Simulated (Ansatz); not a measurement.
A distorted cell of Pd (fcc, Cu type):

```yaml
crystal:
  lattice:
    - [3.87574, 0.00000, 0.00000]
    - [0.00000, 3.87574, 0.00000]
    - [0.00000, 0.00000, 3.87574]
  atoms:
    - { symbol: Pd, position: [0.00000, 0.00000, 0.00000] }
    - { symbol: Pd, position: [0.50000, 0.50000, 0.00000] }
    - { symbol: Pd, position: [0.54022, 0.04022, 0.54022] }
    - { symbol: Pd, position: [0.00000, 0.50000, 0.50000] }
```

These are PBEsol (plane waves to 420 eV, PAW, scalar-relativistic; Ansatz, a quantum-chemistry and plane-wave program) values and carry that method's errors. k mesh 10×10×10 (Γ-centred), Fermi-Dirac smearing 0.05 eV. The energy includes the smearing's −TS. Stress and pressure are positive under compression. With partly filled bands, energies and forces of such displacements shift with the k mesh and the smearing. On this mesh the relaxed cell isn't quite at rest: it carries a pressure of -0.1 GPa (compression positive) at the zero of the scan. Pd is run without spin polarisation. Pd was relaxed with its symmetry unable to fall.

Task: What forces act on the atoms (eV/Å, Cartesian)?

Result: 
| atom | Fx | Fy | Fz |
|---|---|---|---|
| Pd1 | 0.863 | -0.051 | 0.863 |
| Pd2 | -0.051 | 0.863 | 0.863 |
| Pd3 | -1.675 | -1.675 | -1.675 |
| Pd4 | 0.863 | 0.863 | -0.051 |

Task: Give the stress tensor in GPa and the pressure.

Result: 
```
    4.1      1.2      1.2
    1.2      4.1      1.2
    1.2      1.2      4.1
```
The pressure, a third of the trace, is 4.1 GPa.

Task: In it atom 3 sits (0.156, 0.156, 0.156) Å away from its relaxed site. What is its energy relative to the relaxed cell?

Result: 379 meV/cell.

(For displaced atoms, the force is minus the slope of the energy, and its curvature is a force constant, which sets phonon frequencies.)
